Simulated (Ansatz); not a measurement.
Ta₂N:
```cif
data_NTa2
_chemical_formula_sum 'N1 Ta2'
_space_group_name_H-M_alt 'P-3m1'
_space_group_IT_number 164
_space_group_name_Hall '-P 3 2"'
_cell_length_a 3.07496
_cell_length_b 3.07496
_cell_length_c 4.89141
_cell_angle_alpha 90.000
_cell_angle_beta 90.000
_cell_angle_gamma 120.000
loop_
_atom_site_label
_atom_site_type_symbol
_atom_site_symmetry_multiplicity
_atom_site_Wyckoff_symbol
_atom_site_fract_x
_atom_site_fract_y
_atom_site_fract_z
_atom_site_occupancy
N1 N 1 a 0.00000 0.00000 0.00000 1
Ta1 Ta 2 d 0.33333 0.66667 0.25650 1
```

Relaxed with r²SCAN.

Which orbitals make up the states near the Fermi level in r²SCAN (plane waves, PAW; program Ansatz)?

Within 0.5 eV of the Fermi level: Ta 5d 90 %, N 2p 7 %. Projections are on Löwdin-orthogonalised atomic valence shells; empty p or d shells of many metals are not among them.

Tabulate the density of states.

States/eV per cell of 3 atoms, in 0.25 eV bins, energy from the Fermi level.

```csv
E (eV),total,Ta 5d,N 2p,Ta 6s
-7.85,0.52,0.16,0.29,0.05
-7.60,1.72,0.48,1.02,0.16
-7.35,2.30,0.65,1.42,0.16
-7.10,3.63,1.10,2.34,0.09
-6.85,3.47,1.05,2.28,0.04
-6.60,3.16,1.00,2.10,0.01
-6.35,1.25,0.39,0.85,0.00
-6.10,0.00,0.00,0.00,0.00
-5.85,0.00,0.00,0.00,0.00
-5.60,0.00,0.00,0.00,0.00
-5.35,0.01,0.00,0.00,0.00
-5.10,0.03,0.00,0.00,0.02
-4.85,0.12,0.06,0.01,0.03
-4.60,0.45,0.33,0.02,0.06
-4.35,1.11,0.74,0.07,0.22
-4.10,1.53,1.01,0.11,0.32
-3.85,1.68,1.16,0.11,0.32
-3.60,1.61,1.13,0.11,0.29
-3.35,1.40,1.11,0.07,0.16
-3.10,3.01,2.39,0.15,0.31
-2.85,2.94,2.39,0.16,0.21
-2.60,2.10,1.67,0.16,0.11
-2.35,1.43,1.18,0.10,0.09
-2.10,2.43,1.93,0.18,0.16
-1.85,2.27,1.77,0.18,0.17
-1.60,0.88,0.72,0.07,0.06
-1.35,0.45,0.41,0.02,0.01
-1.10,0.52,0.47,0.03,0.01
-0.85,0.71,0.64,0.05,0.01
-0.60,1.05,0.94,0.08,0.01
-0.35,1.24,1.13,0.09,0.01
-0.10,1.11,1.01,0.08,0.01
0.15,1.21,1.09,0.09,0.01
0.40,1.40,1.25,0.11,0.01
0.65,1.67,1.46,0.15,0.01
0.90,2.12,1.83,0.20,0.03
1.15,2.06,1.75,0.20,0.04
1.40,2.09,1.79,0.21,0.02
1.65,2.60,2.20,0.28,0.04
1.90,2.77,2.31,0.32,0.05
2.15,2.44,2.06,0.25,0.04
2.40,2.12,1.81,0.20,0.04
2.65,1.85,1.58,0.14,0.05
2.90,1.79,1.53,0.12,0.05
3.15,2.07,1.74,0.15,0.07
3.40,2.78,2.32,0.21,0.10
3.65,3.14,2.62,0.23,0.11
3.90,2.62,2.13,0.18,0.11
```

The r²SCAN relaxation kept the symmetry of its start; of distortions, only those at the zone centre were tested. No spin polarisation was allowed. The volume moved by 19 % from the start of the relaxation. With an odd number of electrons in the cell and no spin polarisation, the count alone makes it a metal. Scalar-relativistic: spin–orbit coupling is off unless named, which matters more the heavier the elements.

Potentials: the later of the program's two PAW sets.
